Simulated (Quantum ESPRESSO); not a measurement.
SiO2 (changed cell): magnetic shieldings

```xyz
12
Lattice="4.9926 0.0000 0.0000 0.0000 4.9926 0.0000 0.0000 0.0000 6.9339" Properties=species:S:1:pos:R:3 pbc="T T T"
Si     3.5164     3.5164     3.4670
Si     3.9725     1.0201     5.2004
Si     1.4762     1.4762     0.0000
Si     1.0201     3.9725     1.7335
O      4.4613     3.8014     2.2196
O      3.6876     1.9650     3.9531
O      0.5314     1.1913     5.6866
O      1.3050     3.0277     0.4861
O      1.9650     3.6876     2.9808
O      1.1913     0.5314     1.2473
O      3.0277     1.3050     6.4478
O      3.8014     4.4613     4.7143
```
The cell was made here from a computed Materials Project entry: Si1 and its equivalents moved by 0.04 Å along (0.71, 0.71, 0.00), space group kept. The parent is SiO2 in P4₁2₁2. Stability against distortions was not tested.

Computed: shieldings by PBE GIPAW on JTH datasets (Quantum ESPRESSO, modified build), 22.5 Ha, k-mesh 3×3×2 shifted, f-sum rule met within 0.014 %.

| site | site symmetry | σ_iso (ppm) | span Ω (ppm) |
|---|---|---|---|
| Si (atoms 1, 2, 3, 4) | 2 | 438 | 19 |
| O (atoms 5, 6, 7, 8, 9, 10, …) | 1 | 217 | 86 |

Ω = σ33 − σ11 of the symmetric part; where symmetry doesn't make it nil, it is less certain than σ_iso.

These are absolute shieldings with no macroscopic susceptibility term; δ = σ_ref − σ needs a reference computed alike. By our sweeps, such settings leave a few ppm in absolute σ. No d partial waves on Si: the paramagnetic term there is incompletely reconstructed.
